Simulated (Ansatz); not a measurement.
Given:

Starting cell, LiNbO₃ (LiNbO3 type, space group R3c):

```yaml
crystal:
  lattice:
    - [2.59493, 1.49819, 4.67214]
    - [-2.59493, 1.49819, 4.67214]
    - [0.00000, -2.99637, 4.67214]
  atoms:
    - { symbol: Li, position: [0.70264, 0.70264, 0.70264] }
    - { symbol: Li, position: [0.20264, 0.20264, 0.20264] }
    - { symbol: Nb, position: [0.98381, 0.98381, 0.98381] }
    - { symbol: Nb, position: [0.48381, 0.48381, 0.48381] }
    - { symbol: O, position: [0.62624, 0.87386, 0.26316] }
    - { symbol: O, position: [0.87386, 0.26316, 0.62624] }
    - { symbol: O, position: [0.26316, 0.62624, 0.87386] }
    - { symbol: O, position: [0.76316, 0.37386, 0.12624] }
    - { symbol: O, position: [0.37386, 0.12624, 0.76316] }
    - { symbol: O, position: [0.12624, 0.76316, 0.37386] }
```

A phonon eigenvector at Γ is frozen into this cell: atom i moves by Q times the vector below, so Q is the largest atomic displacement, in Å. The cell is held. It is one choice among 2 degenerate patterns.

| atom | x | y | z |
|---|---|---|---|
| Li1 | 0.121 | 0.528 | 0.000 |
| Li2 | 0.121 | -0.528 | 0.000 |
| Nb3 | 0.196 | -0.304 | 0.000 |
| Nb4 | 0.196 | 0.304 | 0.000 |
| O5 | -0.282 | -0.563 | 0.699 |
| O6 | -0.479 | -0.501 | -0.135 |
| O7 | -0.434 | -0.702 | -0.565 |
| O8 | -0.479 | 0.501 | 0.135 |
| O9 | -0.282 | 0.563 | -0.699 |
| O10 | -0.434 | 0.702 | 0.565 |

These are PBE (plane waves to 420 eV, PAW, scalar-relativistic; Ansatz, a program for electronic structure) values and carry that method's errors. k mesh 8×8×8 (Γ-centred), Fermi-Dirac smearing 0.05 eV. The energy includes the smearing's −TS. LiNbO3 is run without spin polarisation. LiNbO3 was relaxed with its symmetry unable to fall. The PAW data are Ansatz's earlier set. ΔE is measured from the undisplaced structure.

The scan covers Q from -0.280 to 0.280 Å in 13 points.

Task: Which space group does the distorted structure have?

Result: P1 (No. 1), lowered from R3c.

Task: Is the energy the same for equal positive and negative displacements?

Result: Even: the same for both signs.

Task: What is the energy change at Q = 0.280 Å?

Result: 410 meV/cell.

Task: What harmonic wavenumber does the curvature at Q = 0 give?

Result: 143 cm⁻¹.

(A displaced cell: forces are minus the slopes of the energy, force constants its curvatures, and phonons follow from these.)
